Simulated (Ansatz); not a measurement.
ZnS (wurtzite, P6_3mc), DFT-PBE in the program Ansatz with PAW potentials. The conduction-band minimum lies at Γ, with 1 equivalent valley. Second derivatives d²E/dk² of the lowest band at one valley (eV·Å²), along Cartesian directions:

```tsv
direction	d²E/dk²
[100]	42.60
[010]	42.60
[001]	48.59
[110]	42.60
[101]	45.61
[011]	45.61
```

**Question.** Find the principal effective masses, the density-of-states mass and the conductivity mass.

**Answer.** Off-diagonal terms follow from H_xy = H[110] − (H_xx + H_yy)/2, and m*/mₑ = 7.620 eV·Å² over each eigenvalue: 0.16, 0.18, 0.18. One valley's DOS mass (m₁m₂m₃)^(1/3) = 0.17, conductivity mass 3/(Σ 1/mᵢ) = 0.17 mₑ.

**Question.** What effective density of states Nc follows at 300 K for parabolic valleys?

**Answer.** Nc = 2.509e19 × 1 × (0.17)^(3/2) ≈ 1.8e18 cm⁻³.

**Question.** With the computed static dielectric constant 9.24 (mean of the diagonal), estimate a hydrogenic donor's binding energy and radius.

**Answer.** E = 13.606 eV × 0.17/9.24² ≈ 27 meV; a = 0.529 Å × ε/m* ≈ 29 Å. Semilocal masses tend to be too small where the gap is.

The PBE relaxation kept the symmetry of its start; phonons on a q-mesh show no instability.

Potentials: the later of the program's two PAW sets.
